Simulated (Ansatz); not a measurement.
Values for one crystal, relaxed and computed with the program Ansatz at the LDA level (PAW); other levels are named.

* **Volume per atom**: 16.62 Å³
* **Band gap**: 0.11 eV (direct)
* **Valence-band maximum**: at Γ
* **Hole effective mass, band 1 of 3 at the edge**: 1.9 along [100], 1.9 along [110], 1.7 along [111] (mₑ)
* **Zone-centre stability**: no imaginary mode at Γ
* **Electron effective mass**: 0.59 mₑ (isotropic)
* **Hole effective mass, band 2 of 3 at the edge**: 1.9 along [100], 0.45 along [110], 0.27 along [111] (mₑ)

### Question
Which compound is it?
A. RbCl, rock salt
B. Ag2O, Pn-3m (Ag on 4c, O on 2a)
C. HfO2, Pca2_1 (Hf on 4a, O on 4a, O on 4a)
D. LiH, rock salt

### Answer
B, Ag2O, Pn-3m (Ag on 4c, O on 2a)

The cell was relaxed with LDA under the symmetry of its start. At this level the phase is mechanically unstable. The run is not spin-polarised. Scalar-relativistic: spin–orbit coupling is off unless named, which matters more the heavier the elements.

Potentials: the later of the program's two PAW sets.
